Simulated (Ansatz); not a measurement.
Relaxed-ion elastic tensor of VBiO4 in space group I4_1/a (No. 88; Bi on 4a, V on 4b, O on 16f) in GPa (Voigt order), r²SCAN in the plane-wave PAW code Ansatz; density 7.06 g/cm³, 12.70 Å³ per atom.

```
      1      2    3     4     5      6
-  ----  -----  ---  ----  ----  -----
1   207    133  101   0.0   0.0   21.7
2   133    207  101   0.0   0.0  -21.7
3   101    101  186   0.0   0.0    0.0
4   0.0    0.0  0.0  44.6   0.0    0.0
5   0.0    0.0  0.0   0.0  44.6    0.0
6  21.7  -21.7  0.0   0.0   0.0   73.2
```

Q: Is the crystal mechanically stable?

A: Yes: the smallest eigenvalue of C is 43.1 GPa.

Q: Work out the Voigt, Reuss and Hill averages.

A: K_V = 141, K_R = 139, K_H = 140; G_V = 50.1, G_R = 44.0, G_H = 47.0 GPa.

Q: Give Young's modulus, Poisson's ratio, Pugh's ratio and the universal anisotropy index.

A: E = 9KG/(3K + G) = 127 GPa; ν = 0.35; K/G = 2.98 (ductile by the Pugh limit of 1.75); A_U = 5G_V/G_R + K_V/K_R − 6 = 0.72.

Q: Estimate the sound speeds and the Debye temperature.

A: v_l = √((K + 4G/3)/ρ) = 5360 m/s, v_t = √(G/ρ) = 2580 m/s, mean 2900 m/s; Θ = (h/k)(3n/4πV)^(1/3) v_m = 370 K.

Q: How much does each axis shrink under pressure?

A: Linear compressibilities β_i = Σ_j S_ij (j = 1 to 3): x 2.0, y 2.0, z 3.2 per TPa.

Symmetry was held in the r²SCAN relaxation. The workflow began spin-polarised and lost its moments. No Hubbard U is applied. Scalar-relativistic: spin–orbit coupling is off unless named, which matters more the heavier the elements.

Potentials: the later of the program's two PAW sets.
